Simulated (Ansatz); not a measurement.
A: BaTiO₃ (tetragonal-perovskite type, space group P4mm), a = b = 3.9722 Å, c = 4.1130 Å, α = β = γ = 90.00°
B: Mg3Sb2 (A-La2O3 type, space group P-3m1), a = b = 4.5669 Å, c = 7.2470 Å, α = β = 90.00°, γ = 120.00°
C: TiB2 (AlB2 type, space group P6/mmm), a = b = 3.0247 Å, c = 3.2226 Å, α = β = 90.00°, γ = 120.00°

Scan: energy over volume and axial ratio (atoms clamped). All come from one method, each on a k mesh of its own. All were relaxed with their symmetry unable to fall. BaTiO3 is run without spin polarisation. Spin-orbit coupling is left out. TiB2 is run without spin polarisation.

Q: Order them by modulus against c/a change at fixed volume, (3/4V)·∂²E/∂(ln c/a)² (fitted) (highest first) at the level r2SCAN (plane waves to 500 eV, PAW, scalar-relativistic; Ansatz, an electronic-structure program).

A: C (213 GPa), A (98 GPa), B (39 GPa)

(A scan under strain: stresses follow from slopes of the energy per volume, elastic moduli from its curvatures.)
